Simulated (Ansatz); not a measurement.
A relaxed cell of W (Im-3m (No. 229)), relaxed on a k-mesh at least as fine as the one used below. Computed with r2SCAN (plane waves to 500 eV, PAW, scalar-relativistic; Ansatz, a quantum-chemistry and plane-wave program). Γ-centred k-mesh 14×14×7 on the run's cell (coarser than for final values), Fermi–Dirac smearing 0.05 eV.

```yaml
crystal:
  lattice:
    - [-1.58492, 1.58492, 1.58492]
    - [1.58492, -1.58492, 1.58492]
    - [3.16984, 3.16984, -3.16984]
  atoms:
    - { symbol: W, position: [0.00000, 0.00000, 0.00000] }
    - { symbol: W, position: [0.00000, 0.00000, 0.50000] }
```

The atoms are displaced by (Å):

```json
[
 {"atom": "W1", "ux": "-0.041", "uy": "-0.090", "uz": "-0.006"},
 {"atom": "W2", "ux": "-0.012", "uy": "-0.168", "uz": "0.054"}
]
```

What forces (eV/Å) and pressure result?


| atom | Fx | Fy | Fz |
|---|---|---|---|
| W1 | 0.00 | -0.84 | 0.30 |
| W2 | 0.00 | 0.84 | -0.30 |

Pressure +0.7 GPa.

No spin polarisation in the result.

The run that gave the undisplaced cell could not lose the symmetry of its start; a randomly shaken copy of 2 atoms returns to this structure.
